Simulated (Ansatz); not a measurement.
SnSb2Te4:
```cif
data_Sb6Sn3Te12
_chemical_formula_sum 'Sn3 Sb6 Te12'
_space_group_name_H-M_alt 'R-3m :H'
_space_group_IT_number 166
_space_group_name_Hall '-R 3 2"'
_cell_length_a 4.32521
_cell_length_b 4.32521
_cell_length_c 40.78297
_cell_angle_alpha 90.000
_cell_angle_beta 90.000
_cell_angle_gamma 120.000
loop_
_atom_site_label
_atom_site_type_symbol
_atom_site_symmetry_multiplicity
_atom_site_Wyckoff_symbol
_atom_site_fract_x
_atom_site_fract_y
_atom_site_fract_z
_atom_site_occupancy
Sn1 Sn 3 a 0.00000 0.00000 0.00000 1
Sb1 Sb 6 c 0.00000 0.00000 0.42734 1
Te1 Te 6 c 0.00000 0.00000 0.13514 1
Te2 Te 6 c 0.00000 0.00000 0.28721 1
```
(The calculation used a cell of 7 atoms; values per cell refer to that cell.)

Relaxed with PBE+D3(BJ).

### Question
Which orbitals make up the states near the Fermi level in DFT-PBE+D3(BJ) in the program Ansatz with PAW potentials?

### Answer
Within 0.5 eV of the Fermi level: Sb 5p 41 %, Te 5p 29 %, Sn 5p 17 %, Te 5s 7 %. Projections are on Löwdin-orthogonalised atomic valence shells; empty p or d shells of many metals are not among them.

### Question
Tabulate the density of states.

### Answer
States/eV per cell of 7 atoms, in 0.25 eV bins, energy from the Fermi level.

```csv
E (eV),total,Te 5p,Sb 5p,Sn 5p
-7.85,0.20,0.02,0.00,0.00
-7.60,1.97,0.52,0.04,0.00
-7.35,2.81,0.70,0.06,0.00
-7.10,1.20,0.30,0.03,0.00
-6.85,0.76,0.18,0.03,0.00
-6.60,0.58,0.12,0.02,0.00
-6.35,0.48,0.10,0.01,0.00
-6.10,0.19,0.03,0.00,0.00
-5.85,0.45,0.26,0.14,0.05
-5.60,1.69,0.95,0.50,0.20
-5.35,2.36,1.35,0.72,0.21
-5.10,3.01,1.75,0.95,0.20
-4.85,3.65,2.08,1.17,0.25
-4.60,4.00,2.28,1.29,0.26
-4.35,4.96,2.94,1.52,0.31
-4.10,5.26,3.12,1.57,0.34
-3.85,5.54,3.32,1.58,0.38
-3.60,6.23,3.73,1.73,0.44
-3.35,5.72,3.48,1.48,0.43
-3.10,5.48,3.38,1.29,0.47
-2.85,5.02,3.17,1.01,0.51
-2.60,5.67,3.66,0.99,0.63
-2.35,5.42,3.62,0.89,0.52
-2.10,4.55,3.18,0.57,0.43
-1.85,5.34,4.07,0.49,0.37
-1.60,4.87,3.75,0.43,0.26
-1.35,4.51,3.38,0.40,0.19
-1.10,3.58,2.56,0.32,0.12
-0.85,5.42,3.87,0.40,0.13
-0.60,2.81,1.93,0.22,0.07
-0.35,0.42,0.28,0.04,0.01
-0.10,0.00,0.00,0.00,0.00
0.15,0.22,0.04,0.11,0.04
0.40,3.82,0.83,1.77,0.75
0.65,6.34,1.64,2.75,1.26
0.90,6.49,2.07,2.56,1.18
1.15,5.12,1.84,1.92,0.82
1.40,4.35,1.69,1.68,0.53
1.65,5.26,2.07,2.07,0.42
1.90,3.68,1.48,1.55,0.18
2.15,3.77,1.54,1.58,0.17
2.40,3.61,1.38,1.27,0.52
2.65,5.01,1.60,1.27,0.93
2.90,5.23,1.42,0.96,1.03
3.15,4.79,1.36,0.87,0.94
3.40,5.04,1.30,0.76,1.00
3.65,5.05,1.34,0.70,1.17
3.90,4.37,1.01,0.50,0.85
4.15,5.72,1.12,0.57,0.91
4.40,5.13,0.87,0.44,0.70
4.65,4.07,0.76,0.35,0.60
```

The first step of the workflow began from a Materials Project structure, measured or hypothetical; the Crystallography Open Database files this formula in space group No. 166, but the cells were not matched. Its standing as an ambient phase is unchecked. The PBE+D3(BJ) relaxation kept the symmetry of its start; its stability against distortions is not shown here. Spin–orbit coupling is left out wherever it is not named.

Potentials: the later of the program's two PAW sets.
